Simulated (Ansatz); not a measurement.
Starting cell, GaP (zinc blende):

```
GaP
1.0
    0.00000     2.72587     2.72587
    2.72587     0.00000     2.72587
    2.72587     2.72587     0.00000
P Ga
1 1
Direct
  0.75000   0.75000   0.75000
  0.00000   0.00000   0.00000
```

In this cell atom 2 (Ga, nearest neighbour P at 2.361 Å; its periodic images, 3.9 Å or more away, move with it) is moved by u·(0.707, 0.707, 0.000) + v·(0.000, 0.000, 1.000); the rest is frozen.

Method: r2SCAN (plane waves to 500 eV, PAW, scalar-relativistic; Ansatz, a quantum-chemistry and plane-wave program). k mesh 8×8×8 (Γ-centred), Fermi-Dirac smearing 0.05 eV. Points where atoms come too close for the PAW data are left out (x in tables, blank in figures). As the smearing reaches across the gap at some points, energies and forces of such displacements shift with the k mesh and the smearing. Fu and Fv are the components of the force on the atom. GaP was relaxed with its symmetry unable to fall. The PAW data are Ansatz's earlier set. The last digit holds for this mesh only.

Changes of Fv (eV/Å) from the point u = 0.000 Å, v = 0.000 Å when one coordinate moves alone (two changes are said to add if the coupling is within 5 % of the smaller one, nearly so within 20 %):

```
point                      change
-------------------------  ------
u = 0.000 Å, v = -0.780 Å   4.408
u = 0.000 Å, v = -0.520 Å   4.155
u = 0.000 Å, v = -0.260 Å   2.503
u = -0.780 Å, v = 0.000 Å  11.240
u = -0.520 Å, v = 0.000 Å   4.543
u = -0.260 Å, v = 0.000 Å   1.074
u = 0.260 Å, v = 0.000 Å    1.074
u = 0.520 Å, v = 0.000 Å    4.543
u = 0.780 Å, v = 0.000 Å   11.240
u = 0.000 Å, v = 0.260 Å   -2.503
u = 0.000 Å, v = 0.520 Å   -4.155
u = 0.000 Å, v = 0.780 Å   -4.408
```

**Question.** Do the two effects add at u = 0.520 Å, v = 0.780 Å? Give the computed change.

**Answer.** The sum of the single changes is 4.543 + (-4.408) = 0.135; the calculation gives -3.064, so the coupling contributes -3.199 (over 20 % of the smaller single change, not additive).

**Question.** What is the change at u = -0.780 Å, v = 0.260 Å, where both move, and how far is it from the sum?

**Answer.** The sum of the single changes is 11.240 + (-2.503) = 8.737; the calculation gives 4.260, so the coupling contributes -4.477 (over 20 % of the smaller single change, not additive).

**Question.** Do the two effects add at u = -0.520 Å, v = 0.520 Å? Give the computed change.

**Answer.** The sum of the single changes is 4.543 + (-4.155) = 0.388; the calculation gives -2.034, so the coupling contributes -2.422 (over 20 % of the smaller single change, not additive).

(For displaced atoms, the force is minus the slope of the energy, and its curvature is a force constant, which sets phonon frequencies.)
